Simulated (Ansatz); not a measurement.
## Two-dimensional strain map in BN

The calculation used DFT r2SCAN, scalar-relativistic, plane waves, PAW in Ansatz. Cutoff 500 eV, Γ-centred 12×12×4 k-points, Gaussian smearing of 0.05 eV. No spin polarisation. Energies are free energies at this smearing, counted from the undisturbed cell; pressure is positive in compression.

Zero of the scan (as given, not relaxed at this level; it stands at -0.6 GPa):

```xyz
4
Lattice="2.5040 0.0000 0.0000 -1.2520 2.1685 0.0000 0.0000 0.0000 6.6612" Properties=species:S:1:pos:R:3 pbc="T T T"
B     0.0000    1.4457    1.6653
B     1.2520    0.7228    4.9959
N     0.0000    1.4457    4.9959
N     1.2520    0.7228    1.6653
```

The cell holds layers and no dispersion correction was added, so their binding is poorly described.

The cell is strained by p along both x and y and by q along z, fractional coordinates fixed. Points are written (p, q).

Energy above the undisturbed cell in meV/atom (a dash: not computed):

```
 p \ q  -0.050  -0.025  0.000  0.025  0.050
-0.050   173.6   170.3  168.6  167.9  168.0
-0.025    42.6    39.3   37.5   36.7   36.8
 0.000     5.1     1.8    0.0   -0.7   -0.6
 0.025    44.9    41.8   40.1   39.5   39.6
 0.050   148.3   145.4  143.9  143.4  143.7
```

Pressure in GPa:

```csv
p \ q,-0.050,-0.025,0.000,0.025,0.050
-0.050,49.2,47.5,46.1,44.7,43.5
-0.025,21.8,20.8,20.0,19.3,18.7
0.000,0.1,-0.3,-0.6,-0.8,-1.0
0.025,-17.0,-17.0,-16.8,-16.6,-16.4
0.050,-30.3,-29.9,-29.4,-28.9,-28.4
```

Gap on the k-mesh in eV:

| p \ q | -0.050 | -0.025 | 0.000 | 0.025 | 0.050 |
| --- | --- | --- | --- | --- | --- |
| -0.050 | 5.00 | 5.04 | 5.08 | 5.12 | 5.14 |
| -0.025 | 4.87 | 4.93 | 4.96 | 5.00 | 5.04 |
| 0.000 | 4.73 | 4.79 | 4.84 | 4.87 | 4.91 |
| 0.025 | 4.61 | 4.65 | 4.70 | 4.74 | 4.77 |
| 0.050 | 4.48 | 4.51 | 4.55 | 4.60 | 4.63 |